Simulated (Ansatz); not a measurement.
## InPt3, one cell by several methods

```
In Pt
1.0
     3.98800    0.00000    0.00000
     0.00000    3.98800    0.00000
     0.00000    0.00000    3.98800
In Pt
1 3
Direct
  0.00000 0.00000 0.00000
  0.50000 0.50000 0.00000
  0.00000 0.50000 0.50000
  0.50000 0.00000 0.50000
```

Atoms are numbered in the order listed.

Conventional cell: a = 3.988 Å, b = 3.988 Å, c = 3.988 Å, α = 90.00°, β = 90.00°, γ = 90.00°. In (atom 1) has 12 Pt at 2.82 Å as nearest neighbours. Around Pt (atom 2) lie 4 In at 2.82 Å and 8 Pt at 2.82 Å.

The cell is COD entry 9009698, as deposited and not checked against the literature; nothing was relaxed.

Spin polarisation is left out, and whether a magnetic state lies lower isn't shown here.

Spin–orbit coupling is left out, though it moves levels of the heavy atoms by tenths of an eV or more.

Levels of theory: DFT, PBEsol, PAW with Ansatz's default frozen-core files, scalar-relativistic (Ansatz 0.2.0); DFT, PBEsol, all-electron LAPW, scalar-relativistic (Ansatz 0.2.0).

For PAW: a Γ-centred 10×10×10 k mesh, Fermi–Dirac smearing of 0.05 eV, cutoff 420 eV, no spin polarisation; the PAW files were made with PBE, and the program remakes their frozen cores for this functional. LAPW targets a basis error of 0.5 meV/atom. The Ansatz runs share mesh, smearing and spin set-up. Plane-wave (PAW) pressures include the program's estimate of the Pulay term.

Stress and pressure are positive in compression.

Levels count from the Fermi level.

PAW results:

```json
{"quantity": "pressure (GPa)", "PAW": "0.85"}
{"quantity": "highest filled level at X (eV)", "PAW": "-0.730"}
{"quantity": "lowest empty level at X (eV)", "PAW": "0.521"}
{"quantity": "highest filled level at R (eV)", "PAW": "-0.365"}
{"quantity": "lowest empty level at R (eV)", "PAW": "0.082"}
{"quantity": "highest filled level at M (eV)", "PAW": "-0.525"}
{"quantity": "lowest empty level at M (eV)", "PAW": "1.515"}
```

Q: What does all-electron LAPW give for the same quantities?

A: 
| quantity | LAPW |
| --- | --- |
| pressure (GPa) | 0.84 |
| highest filled level at X (eV) | -0.731 |
| lowest empty level at X (eV) | 0.522 |
| highest filled level at R (eV) | -0.370 |
| lowest empty level at R (eV) | 0.083 |
| highest filled level at M (eV) | -0.526 |
| lowest empty level at M (eV) | 1.515 |
